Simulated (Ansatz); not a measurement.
## ReSb2 (CdI2-type structure)

Computed with Ansatz (plane waves, PAW, 420 eV cutoff): PBEsol, scalar-relativistic, no spin polarisation, Γ-centred 10×10×6 mesh, 0.05 eV Gaussian smearing. The datasets are Ansatz's generated set soft_2.

```cif
data_structure
_symmetry_space_group_name_H-M 'P 1'
_symmetry_Int_Tables_number 1
_cell_length_a 3.4032
_cell_length_b 3.4032
_cell_length_c 6.4400
_cell_angle_alpha 90.000
_cell_angle_beta 90.000
_cell_angle_gamma 120.000
_cell_volume 64.60
loop_
_atom_site_label
_atom_site_type_symbol
_atom_site_fract_x
_atom_site_fract_y
_atom_site_fract_z
_atom_site_occupancy
Re1 Re 0.00000 0.00000 0.00000 1
Sb1 Sb 0.33333 0.66667 0.28892 1
Sb2 Sb 0.66667 0.33333 0.71108 1
```

This is a trial structure made by placing the elements on a prototype's sites, so it needn't be the stable form.

At this volume the pressure is 0.00 GPa.

| Quantity | Value |
| --- | --- |
| Space group | P-3m1 (No. 164) |
| Volume | 21.53 Å³/atom |

(1) Fill in the band gap (PBEsol).

Answer:

(1) zero (metallic).

The calculation's cell holds 45 valence electrons, an odd number. Without magnetic order each band takes two, so one stays part-filled and the crystal must be a metal. (Only strong correlation, outside this picture, could make a Mott insulator of it.)

No spin–orbit coupling, a notable omission for heavy elements. Spin polarisation wasn't tried.
